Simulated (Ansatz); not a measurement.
Nb$_{3}$Ir:
```yaml
crystal:
  lattice:
    - [5.11301, 0.00000, 0.00000]
    - [0.00000, 5.11301, 0.00000]
    - [0.00000, 0.00000, 5.11301]
  atoms:
    - { symbol: Nb, position: [0.50000, 0.25000, 0.00000] }
    - { symbol: Nb, position: [0.50000, 0.75000, 0.00000] }
    - { symbol: Nb, position: [0.25000, 0.00000, 0.50000] }
    - { symbol: Nb, position: [0.75000, 0.00000, 0.50000] }
    - { symbol: Nb, position: [0.00000, 0.50000, 0.25000] }
    - { symbol: Nb, position: [0.00000, 0.50000, 0.75000] }
    - { symbol: Ir, position: [0.50000, 0.50000, 0.50000] }
    - { symbol: Ir, position: [0.00000, 0.00000, 0.00000] }
```

Relaxed with PBEsol. Special points in fractions of this cell's reciprocal vectors: Γ (0.000, 0.000, 0.000); X (0.000, 0.500, 0.000); M (0.500, 0.500, 0.000); R (0.500, 0.500, 0.500).

**Question.** List the band energies nearest the Fermi level at these points for the program Ansatz at the PBEsol with spin–orbit coupling level (PAW).

**Answer.** In eV from the Fermi level; about four levels below and three above (degenerate sets whole), none deeper than 8.9 eV; points with the same levels are listed once.

```csv
k,below,above
Γ,-0.82 -0.82 -0.82 -0.82,0.64 0.64 0.64 0.64
X,-0.30 -0.30 -0.30 -0.30,0.13 0.13 0.13 0.13
M,-0.12 -0.12 -0.01 -0.01,0.86 0.86 1.16 1.16
R,-0.61 -0.61 -0.61 -0.61,1.23 1.23 1.23 1.23 1.23 1.23 1.23 1.23
```

Space group Pm-3n (A15 (Cr3Si type)). The first step of the workflow began from a Materials Project structure, measured or hypothetical; the Crystallography Open Database files this formula in space group No. 223, but the cells were not matched. Whether it is the stable phase at ambient conditions was not checked. The cell was relaxed with PBEsol under the symmetry of its start; of distortions, only those at the zone centre were tested. The run is not spin-polarised.

Potentials: the later of the program's two PAW sets.
